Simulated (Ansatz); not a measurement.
Does relaxation matter for the field gradients of ZnS with Ag replacing Zn?

Start: a supercell of ZnS (wurtzite type, P6_3mc) built from a structure deposited in the COD, with all atoms left at the host's positions.

```yaml
crystal:
  lattice:
    - [7.62200, 0.00000, 0.00000]
    - [-5.71650, 9.90127, 0.00000]
    - [0.00000, 0.00000, 12.46800]
  atoms:
    - { symbol: Ag, position: [0.16667, 0.22222, 0.00000] }
    - { symbol: Zn, position: [0.16667, 0.22222, 0.50000] }
    - { symbol: Zn, position: [0.16667, 0.55556, 0.00000] }
    - { symbol: Zn, position: [0.16667, 0.55556, 0.50000] }
    - { symbol: Zn, position: [0.16667, 0.88889, 0.00000] }
    - { symbol: Zn, position: [0.16667, 0.88889, 0.50000] }
    - { symbol: Zn, position: [0.66667, 0.22222, 0.00000] }
    - { symbol: Zn, position: [0.66667, 0.22222, 0.50000] }
    - { symbol: Zn, position: [0.66667, 0.55556, 0.00000] }
    - { symbol: Zn, position: [0.66667, 0.55556, 0.50000] }
    - { symbol: Zn, position: [0.66667, 0.88889, 0.00000] }
    - { symbol: Zn, position: [0.66667, 0.88889, 0.50000] }
    - { symbol: Zn, position: [0.33333, 0.11111, 0.25000] }
    - { symbol: Zn, position: [0.33333, 0.11111, 0.75000] }
    - { symbol: Zn, position: [0.33333, 0.44444, 0.25000] }
    - { symbol: Zn, position: [0.33333, 0.44444, 0.75000] }
    - { symbol: Zn, position: [0.33333, 0.77778, 0.25000] }
    - { symbol: Zn, position: [0.33333, 0.77778, 0.75000] }
    - { symbol: Zn, position: [0.83333, 0.11111, 0.25000] }
    - { symbol: Zn, position: [0.83333, 0.11111, 0.75000] }
    - { symbol: Zn, position: [0.83333, 0.44444, 0.25000] }
    - { symbol: Zn, position: [0.83333, 0.44444, 0.75000] }
    - { symbol: Zn, position: [0.83333, 0.77778, 0.25000] }
    - { symbol: Zn, position: [0.83333, 0.77778, 0.75000] }
    - { symbol: S, position: [0.16667, 0.22222, 0.19250] }
    - { symbol: S, position: [0.16667, 0.22222, 0.69250] }
    - { symbol: S, position: [0.16667, 0.55556, 0.19250] }
    - { symbol: S, position: [0.16667, 0.55556, 0.69250] }
    - { symbol: S, position: [0.16667, 0.88889, 0.19250] }
    - { symbol: S, position: [0.16667, 0.88889, 0.69250] }
    - { symbol: S, position: [0.66667, 0.22222, 0.19250] }
    - { symbol: S, position: [0.66667, 0.22222, 0.69250] }
    - { symbol: S, position: [0.66667, 0.55556, 0.19250] }
    - { symbol: S, position: [0.66667, 0.55556, 0.69250] }
    - { symbol: S, position: [0.66667, 0.88889, 0.19250] }
    - { symbol: S, position: [0.66667, 0.88889, 0.69250] }
    - { symbol: S, position: [0.33333, 0.11111, 0.44250] }
    - { symbol: S, position: [0.33333, 0.11111, 0.94250] }
    - { symbol: S, position: [0.33333, 0.44444, 0.44250] }
    - { symbol: S, position: [0.33333, 0.44444, 0.94250] }
    - { symbol: S, position: [0.33333, 0.77778, 0.44250] }
    - { symbol: S, position: [0.33333, 0.77778, 0.94250] }
    - { symbol: S, position: [0.83333, 0.11111, 0.44250] }
    - { symbol: S, position: [0.83333, 0.11111, 0.94250] }
    - { symbol: S, position: [0.83333, 0.44444, 0.44250] }
    - { symbol: S, position: [0.83333, 0.44444, 0.94250] }
    - { symbol: S, position: [0.83333, 0.77778, 0.44250] }
    - { symbol: S, position: [0.83333, 0.77778, 0.94250] }
```

Sites (sets of like atoms) are named by element and the number of their first atom in this list.

Method: Kohn–Sham DFT in Ansatz, PBE, plane waves and PAW, scalar-relativistic, 420 eV cutoff, Γ-centred 3×2×2 k-points, Fermi–Dirac smearing 0.01 eV, cell charge -1.

The largest force at the start is 1.9 eV/Å. Relaxing the ions at fixed cell moves them by 0.173 Å at most (atom 40, S) and 0.058 Å rms.

| site | atom | moved (Å) | first shell before | first shell after | V_zz before (10²¹ V/m²) | η before |
| --- | --- | --- | --- | --- | --- | --- |
| Ag | 1 | 0.097 | 4 S at 2.31–2.40 Å | 4 S at 2.46–2.47 Å | 3.87 | 0.13 |
| Zn6 | 6 | 0.035 | 4 S at 2.31–2.40 Å | 4 S at 2.32–2.34 Å | 1.59 | 0.16 |
| Zn7 | 7 | 0.049 | 4 S at 2.31–2.40 Å | 4 S at 2.29–2.36 Å | 2.96 | 0.25 |
| Zn8 | 8 | 0.040 | 4 S at 2.31–2.40 Å | 4 S at 2.31–2.34 Å | 1.50 | 0.09 |
| Zn10 | 10 | 0.039 | 4 S at 2.31–2.40 Å | 4 S at 2.32–2.34 Å | 1.62 | 0.12 |
| Zn12 | 12 | 0.040 | 4 S at 2.31–2.40 Å | 4 S at 2.32–2.34 Å | 1.60 | 0.16 |
| Zn14 | 14 | 0.038 | 4 S at 2.31–2.40 Å | 4 S at 2.28–2.35 Å | 0.59 | 0.63 |
| Zn16 | 16 | 0.029 | 4 S at 2.31–2.40 Å | 4 S at 2.29–2.35 Å | 0.68 | 0.66 |
| Zn18 | 18 | 0.052 | 4 S at 2.31–2.40 Å | 4 S at 2.32–2.34 Å | 1.48 | 0.00 |
| Zn20 | 20 | 0.042 | 4 S at 2.31–2.40 Å | 4 S at 2.28–2.35 Å | 0.61 | 0.62 |
| Zn22 | 22 | 0.058 | 4 S at 2.31–2.40 Å | 4 S at 2.33–2.34 Å | 1.52 | 0.10 |
| Zn23 | 23 | 0.007 | 4 S at 2.31–2.40 Å | 4 S at 2.33–2.34 Å | 2.12 | 0.01 |
| Zn24 | 24 | 0.052 | 4 S at 2.31–2.40 Å | 4 S at 2.32–2.34 Å | 1.54 | 0.01 |
| S37 | 37 | 0.014 | 4 Zn at 2.31–2.40 Å | 4 Zn at 2.33–2.34 Å | -1.32 | 0.22 |
| S40 | 40 | 0.173 | 1 Ag at 2.31 Å, 3 Zn at 2.31–2.40 Å | 3 Zn at 2.28–2.29 Å, 1 Ag at 2.47 Å | -3.98 | 0.03 |
| S44 | 44 | 0.130 | 3 Zn at 2.31–2.40 Å, 1 Ag at 2.31 Å | 3 Zn at 2.28–2.29 Å, 1 Ag at 2.47 Å | -4.21 | 0.14 |

Task: What are V_zz and η after the relaxation?

Result: 

| site | atom | V_zz after | η after | change of V_zz |
| --- | --- | --- | --- | --- |
| Ag | 1 | -0.74 | 0.98 | -4.61 |
| Zn6 | 6 | 0.42 | 0.88 | – |
| Zn7 | 7 | 2.69 | 0.25 | -0.27 |
| Zn8 | 8 | -0.53 | 0.49 | -2.03 |
| Zn10 | 10 | -0.36 | 0.76 | -1.98 |
| Zn12 | 12 | -0.42 | 0.85 | -2.02 |
| Zn14 | 14 | -2.08 | 0.12 | -2.67 |
| Zn16 | 16 | -1.89 | 0.04 | -2.57 |
| Zn18 | 18 | -0.75 | 0.11 | -2.23 |
| Zn20 | 20 | -2.15 | 0.11 | -2.76 |
| Zn22 | 22 | -0.68 | 0.55 | -2.20 |
| Zn23 | 23 | 0.53 | 0.10 | -1.59 |
| Zn24 | 24 | -0.70 | 0.23 | -2.24 |
| S37 | 37 | -0.88 | 0.19 | +0.44 |
| S40 | 40 | -4.77 | 0.14 | -0.79 |
| S44 | 44 | -4.76 | 0.25 | -0.55 |

The largest change of V_zz along a kept axis is on Ag, from 3.87 to -0.74. In per cent, |V_zz| changes by -75 to -9 on Zn, -33 to +20 on S (all sites that start above 0.5, bar those whose gradient vanishes or changes sign or whose main axis turns by over 40°). Where |V_zz| stays above 0.1 and the axes keep their order, η moves most on Ag, from 0.13 to 0.98. On Zn10, Zn12, Zn22, Zn8, Zn14, S45, S34, S28 (not all in the table) V_xx and V_yy change places (or their axes turn by over 50°), so the two values of η hide a larger change. V_zz changes sign on Ag (axis turned by 16°), Zn10 (same axis), Zn12 (axis turned by 11°), Zn24 (same axis), Zn22 (same axis), Zn8 (axis turned by 11°), Zn18 (same axis), Zn16 (axis turned by 31°) and 6 more sites (not all in the table). On Zn6, Zn5, Zn3, Zn11, Zn9, Zn13, Zn19, Zn15 and 14 more sites (not all in the table) the largest principal value lies along another axis in the second run, so the two V_zz can't be compared directly. The table leaves out 32 of the 48 sites, with |V_zz| up to 4.70; their tensors move by 1.97 at most along any direction. The statements above cover all sites. The host's own positions weren't relaxed first, so part of the change far from the defect can be the host's relaxation.

The defect repeats with the cell of 48 atoms, so it feels its images: sites between two images don't show the values beside a lone defect, and zeros or small values of η there can come from the images' arrangement. S and Zn carry a gradient in the pure host already, so the values there aren't the defect's effect alone. A uniform background compensates the cell's charge. Without spin–orbit coupling (the program notes it for Ag) the gradients are little affected as a rule: paired runs on crystals with a gap mostly move them by under 2 % at such atoms.
Before: The neighbours have not yet relaxed around the defect (largest force 1.9 eV/Å), so a real crystal will differ.
